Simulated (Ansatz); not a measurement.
## How the vibrations of InPt3 change with volume

These are results of DFT LDA, scalar-relativistic, plane waves, PAW in Ansatz, not measurements. Cutoff 420 eV, 10×10×10 k-points (Γ-centred), Fermi-Dirac smearing of 0.15 eV. No spin polarisation. Phonons by linear response, acoustic sum rule imposed.

Relaxed structure:
```
In Pt
1.0
     3.96637    0.00000    0.00000
     0.00000    3.96637    0.00000
     0.00000    0.00000    3.96637
In Pt
1 3
Direct
  0.00000 0.00000 0.00000
  0.50000 0.50000 0.00000
  0.00000 0.50000 0.50000
  0.50000 0.00000 0.50000
```

In a metal, frequencies depend on the k mesh and the smearing, soft modes most. Spin–orbit coupling is left out, which can shift energies with elements as heavy as these.

Cells at 0.98 and 1.02 times the equilibrium volume were relaxed in shape and atoms; γ = −d ln ν / d ln V, modes matched by rank.

Problem. Give the optical frequencies at Γ (cm⁻¹) at the three volumes and the mode Grüneisen parameters.

Solution.
```
0.98 V    V  1.02 V     γ  degeneracy
   112  105      98  3.15           3
   126  119     111  3.02           3
   201  191     181  2.67           3
```

Problem. What pressures hold the two strained cells, and what bulk modulus follows?

Solution. 5.19 GPa at 0.98 V and -4.57 GPa at 1.02 V, so B = −dP/d ln V ≈ 244 GPa.